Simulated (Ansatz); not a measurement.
# HPbNO4: changing the functional

```cif
data_structure
_symmetry_space_group_name_H-M 'P 1'
_symmetry_Int_Tables_number 1
_cell_length_a 3.8572
_cell_length_b 4.3379
_cell_length_c 5.9844
_cell_angle_alpha 81.872
_cell_angle_beta 83.257
_cell_angle_gamma 87.679
_cell_volume 98.41
loop_
_atom_site_label
_atom_site_type_symbol
_atom_site_fract_x
_atom_site_fract_y
_atom_site_fract_z
_atom_site_occupancy
H1 H 0.61511 0.89559 0.19844 1
Pb1 Pb 0.64597 0.44651 0.91685 1
N1 N 0.71474 0.23810 0.50058 1
O1 O 0.16958 0.47007 0.77768 1
O2 O 0.62919 0.97045 0.49845 1
O3 O 0.56424 0.92583 0.03849 1
O4 O 0.78022 0.42250 0.31951 1
```

The cell comes from a database or a generator and needn't be the stable form of this composition.

Kept alike: task single point; k mesh 3 × 3 × 2; occupations fermi-dirac, width 0.05 eV; no spin polarisation. Program: Ansatz, Ansatz PAW. Cutoffs run from 420 to 500 eV. The mesh is that of the run's cell of 7 atoms. No spin-orbit coupling.

```csv
functional,pressure (GPa)
B3LYP,-3.42
HSE03,-6.05
HSE06,-6.39
PBE0,-6.60
r2SCAN0,-9.16
r2SCANh,-6.17
```

The k mesh is coarse, so the values aren't converged. Pressure is positive in compression, with a Pulay correction for the finite cutoff. All rows use potentials made for PBE.

The pressure runs from -9.16 (r2SCAN0) to -3.42 GPa (B3LYP). A positive pressure means that the functional's own cell is larger than the one given, a negative one that it is smaller.
